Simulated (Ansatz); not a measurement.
Zr₂SiN:
```
CELL_PARAMETERS angstrom
      3.26239     0.00000     0.00000
     -1.63120     2.82531     0.00000
      0.00000     0.00000    13.41913
ATOMIC_POSITIONS crystal
  Zr 0.66667 0.33333 0.59579
  Zr 0.33333 0.66667 0.40421
  Zr 0.33333 0.66667 0.09579
  Zr 0.66667 0.33333 0.90421
  Si 0.66667 0.33333 0.25000
  Si 0.33333 0.66667 0.75000
  N  0.00000 0.00000 0.50000
  N  0.00000 0.00000 0.00000
```

Relaxed with r²SCAN. Special points in fractions of this cell's reciprocal vectors: Γ (0.000, 0.000, 0.000); M (0.500, 0.000, 0.000); K (0.333, 0.333, 0.000); A (0.000, 0.000, 0.500); L (0.500, 0.000, 0.500); H (0.333, 0.333, 0.500).

Q: List the band energies nearest the Fermi level at these points for the program Ansatz at the r²SCAN with spin–orbit coupling level (PAW).

A: In eV from the Fermi level; about four levels below and three above (degenerate sets whole), none deeper than 8.9 eV; points with the same levels are listed once.

| k | below | above |
|---|---|---|
| Γ | -2.32 -2.32 -1.17 -1.17 | 0.27 0.27 0.35 0.35 |
| M | -2.40 -2.40 -2.23 -2.23 | 0.42 0.42 0.78 0.78 |
| K | -2.76 -2.76 -0.84 -0.84 | 0.11 0.11 0.69 0.69 |
| A | -0.30 -0.30 -0.30 -0.30 | 0.36 0.36 0.36 0.36 |
| L | -2.29 -2.29 -2.29 -2.29 | 0.67 0.67 0.67 0.67 |
| H | -0.45 -0.45 -0.40 -0.40 | 0.61 0.61 0.65 0.65 |

Space group P6_3/mmc. The start of the workflow was typed in or built on a structure type; neither database checked (COD, Materials Project) lists it. Its standing as an ambient phase is unchecked. The cell was relaxed with r²SCAN under the symmetry of its start; its stability against distortions is not shown here. No spin polarisation was allowed.

Potentials: the earlier of the program's two PAW sets.
